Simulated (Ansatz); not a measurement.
# Conduction electrons in LuSe (Fm-3m)

```
Lu Se
1.0
     0.00000    2.77607    2.77607
     2.77607    0.00000    2.77607
     2.77607    2.77607    0.00000
Lu Se
1 1
Direct
  0.00000 0.00000 0.00000
  0.50000 0.50000 0.50000
```

Computed, not measured; unless marked otherwise by PBEsol, all-electron LAPW in Ansatz 0.2.0, with spin-orbit coupling. k mesh 12×12×12, fine mesh 14×14×14, Fermi-Dirac smearing of 0.080 eV, basis error target 1 meV/atom. The cell was relaxed by PAW under this functional.

Levels and slopes are solved on a 14×14×14 mesh, and each state is taken as quadratic over its cell.

Question: What is the density of states at the Fermi level, and which bare Sommerfeld coefficient follows?

Answer: N(E_F) = 0.47 states/eV/atom (both spins), so γ = (π²/3) k_B² N(E_F) = 1.11 mJ/(mol-atom K²) without electron-phonon or spin-fluctuation enhancement.

Question: What Drude plasma energy and σ/τ do the band velocities give?

Answer: (ħω_p,α)² = (e²/ε₀VN_k) Σ_nkσ (∂E/∂k_α)² δ(E − E_F) gives ħω_p = (6.95, 6.95, 6.95) eV along x, y, z, and σ/τ = ε₀ω_p² = 9.86×10²⁰ Ω⁻¹m⁻¹s⁻¹ along x. Weighted by the density of states, the mean Fermi speed is 0.836×10⁶ m/s; the surface has an area of 15 Å⁻² for each spin direction.

Question: Which bands cross the Fermi level, and what do they carry?

Answer: 

```csv
band,filled part,N (states/eV/cell),speed (10⁶ m/s),5th to 95th percentile,area (Å⁻²),filling
1,0.49,0.404,0.916,0.27 to 1.39,14.1,partly filled
2,0.49,0.404,0.916,0.27 to 1.39,14.1,partly filled
3,0.01,0.0429,0.381,0.28 to 0.58,0.624,nearly empty
4,0.01,0.0429,0.381,0.28 to 0.58,0.624,nearly empty
5,0.00,0.0232,0.286,0.19 to 0.48,0.253,nearly empty
6,0.00,0.0232,0.286,0.19 to 0.48,0.253,nearly empty
```

Question: Map the plane k₃ = 1/2 of the mesh: how many bands lie under the Fermi level at each point, counted from the least on the plane?

Answer: k₁ runs to the right and k₂ upwards, each from −½ to ½ with 0 in the middle (the axes needn't be at right angles):
```
00002222222000
00002222220000
20000222200000
22200002000002
22220000000022
22220000000222
22222000002222
22220000000222
22200000000222
22000002000022
20000022220000
00000222222000
00002222222000
00022222222200
```

Question: Tabulate the nesting function ξ(q) = Σ δ(ε_k) δ(ε_k+q) on the lines that the mesh holds, over its zone mean.

Answer: The deltas are Gaussians of 0.1 to 0.2 eV, set by mesh and band speed, and are averaged over mesh cells, which smears them further. ξ grows towards q = 0 in any metal, and zigzags from point to point can be the mesh's; no second mesh was run.

```
Fine mesh : 14, 14, 14
```

| line | part | nesting |
| --- | --- | --- |
| Gamma-X | 0.143 | 2.415 |
| Gamma-X | 0.286 | 1.724 |
| Gamma-X | 0.429 | 1.255 |
| Gamma-X | 0.571 | 0.9723 |
| Gamma-X | 0.714 | 0.8536 |
| Gamma-X | 0.857 | 0.7588 |
| Gamma-X | 1 | 0.8804 |
| Gamma-L | 0.143 | 2.351 |
| Gamma-L | 0.286 | 1.49 |
| Gamma-L | 0.429 | 1.192 |
| Gamma-L | 0.571 | 1.125 |
| Gamma-L | 0.714 | 0.9942 |
| Gamma-L | 0.857 | 1.016 |
| Gamma-L | 1 | 1.082 |

Question: What does PAW give for the same cell?

Answer: N(E_F) = 0.47 states/eV/atom and ħω_p,x = 6.94 eV.

Question: And without spin-orbit coupling?

Answer: N(E_F) = 0.48 states/eV/atom and ħω_p,x = 6.93 eV, on a 16×16×16 mesh.

Limits of these numbers: these sums move with the mesh, by several per cent and more for small sheets; the frozen-core PAW files of the compared runs were fitted under PBE, their cores solved anew for this functional.
